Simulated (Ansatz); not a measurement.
Starting cell, TiO2 (rutile):

```xyz
6
Lattice="4.5973 0.0000 0.0000 0.0000 4.5973 0.0000 0.0000 0.0000 2.9543" Properties=species:S:1:pos:R:3 pbc="T T T"
Ti     0.0000     0.0000     0.0000
Ti     2.2987     2.2987     1.4771
O      1.4004     1.4004     0.0000
O      3.6991     0.8983     1.4771
O      0.8983     3.6991     1.4771
O      3.1969     3.1969     0.0000
```

In this cell atom 2 (Ti, nearest neighbour O at 1.948 Å; its periodic images, 3.0 Å or more away, move with it) is moved by s along Cartesian [110], unit vector (0.707, 0.707, 0.000); all other atoms and the cell stay fixed.

Calculation: r2SCAN (plane waves to 500 eV, PAW, scalar-relativistic; Ansatz, a quantum-chemistry and plane-wave program). k mesh 6×6×9 (Γ-centred), Fermi-Dirac smearing 0.05 eV. The energy includes the smearing's −TS. The PAW data are Ansatz's earlier set. TiO2 is run without spin polarisation. TiO2 was relaxed with its symmetry unable to fall. The zero of ΔE is the undisplaced structure.

```
s (Å)   ΔE (meV/cell)
------  -------------
-0.190            399
-0.152            254
-0.114            142
-0.076             63
-0.038             16
0.000               0
0.038              16
0.076              63
0.114             142
0.152             254
0.190             399
```

Question: What force constant k = d²E/ds² at s = 0 does the table give?

Answer: 22 eV/Å². It is the second difference of the nearest points, corrected with the next pair.

Question: With k = 21.78 eV/Å² from the forces, is the well harmonic out to s = 0.190 Å?

Answer: ½ks² = 393 meV/cell against the computed 399 meV/cell, so the well is close to harmonic there.

(A displaced cell: forces are minus the slopes of the energy, force constants its curvatures, and phonons follow from these.)
